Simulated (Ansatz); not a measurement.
The start is a relaxed Si2Mo cell, doubled along one cell vector, shaken by Gaussian noise of σ = 0.08 Å a coordinate. The structure is fully relaxed (lattice and positions, P = 0) with r2SCAN (plane waves to 500 eV, PAW, scalar-relativistic; Ansatz, a quantum-chemistry and plane-wave program). First-step values are on the input's coarse k-mesh.

Ansatz input (later rounds restart from its end on a renewed k-mesh):
Ansatz 0.2 input:
```yaml
crystal:
  lattice:
    - [0, 7.989083757, 8.7336404754]
    - [2.2878540949, 0, 4.3668202377]
    - [2.2878540949, 3.9945418785, 0]
  atoms:
    - { symbol: Si, position: [0.3370215075, 0.3334017813, 0.6577702689] }
    - { symbol: Si, position: [0.8084647991, 0.3736450042, 0.6700364402] }
    - { symbol: Si, position: [0.1777299706, 0.6695019696, 0.3404502309] }
    - { symbol: Si, position: [0.6798230697, 0.6370866768, 0.3179809533] }
    - { symbol: Si, position: [0.2985717177, 0.9158818349, 0.6218214948] }
    - { symbol: Si, position: [0.8009586518, 0.8677454559, 0.5955836018] }
    - { symbol: Si, position: [0.4553084493, 0.5998893432, 0.9510816899] }
    - { symbol: Si, position: [0.9661982498, 0.5761507131, 0.9024856464] }
    - { symbol: Mo, position: [0.0116469627, -0.0194378487, -0.0436826283] }
    - { symbol: Mo, position: [0.496764223, 0.017465976, 0.9945433093] }
    - { symbol: Mo, position: [0.1311068203, 0.2137993437, 0.2643139713] }
    - { symbol: Mo, position: [0.6149317049, 0.2857823317, 0.237418519] }
basis: { ecutwfc: 500, ecutrho_ratio: 4, xc_grid: 4, fft_grid_basis: typed }
kpoints: { mp_grid: { grid: [3, 6, 6] } }
hamiltonian:
  xc: r2scan
  dispersion: none
  pseudopotentials: { kind: paw }
scf: { occupations: { method: fermi_dirac, width: 0.05 } }
relax: { f_tol: 0.01, max_steps: 100, cell: { stress_tol: 0.02 } }
output: { forces: true, stress: true }
```

```yaml
initial_pressure: "+6 GPa (positive: the cell is compressed)"
largest_initial_force: about 4.2 eV/Å, on Mo9 (atoms numbered as listed)
relative_to_the_parent: The parent structure is recovered, Fddd (No. 70)
Shortest distances (start → end): "The closest pairs of elements (up to four, under 3.6 Å), start → end: Si–Si 2.33 → 2.54 Å; Mo–Si 2.34 → 2.56 Å; Mo–Mo 2.94 → 3.17 Å"
band_gap_at_the_end: zero (metallic)
optimiser_moves: 7
```

Final values are on a 13×13×13 k-mesh of the relaxed cell. No spin polarisation in the result.

The relaxed structure here is a generated cell of Si2Mo: the first start was made by placing the elements on the sites of a structure type, and the end was not matched to a known phase here, so it may be hypothetical. Known forms of Si2Mo include space group No. 139.
